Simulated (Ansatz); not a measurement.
Data:

BeSe:
Space group F-43m (No. 216); a = 5.0814 Å, b = 5.0814 Å, c = 5.0814 Å, α = 90.00°, β = 90.00°, γ = 90.00°

| atom | site | symmetry | x | y | z |
|---|---|---|---|---|---|
| Be | 4a | -43m | 0.0000 | 0.0000 | 0.0000 |
| Se | 4c | -43m | 0.2500 | 0.2500 | 0.2500 |
(The calculation used a cell of 2 atoms; values per cell refer to that cell.)

This is the LDA-relaxed structure.

### Question
All from the program Ansatz at the LDA level (PAW), unless another level is named. Estimate the electronic dielectric constant ε∞ (DFPT).

### Answer
6.11.

### Question
Next, the static dielectric constant ε0 (ions relaxed, cell fixed)?

### Answer
7.61.

### Question
And the largest static χ(2) component?

### Answer
4.4 pm/V.

### Question
And the Born charges (a third of the trace)?

### Answer
Be +1.48, Se -1.48 e.

Symmetry was held in the LDA relaxation. Scalar-relativistic: spin–orbit coupling is off unless named, which matters more the heavier the elements.

Potentials: the earlier of the program's two PAW sets. The files were generated under PBE; for other functionals the program regenerates the frozen cores, and for LDA and PBEsol the local potential too.
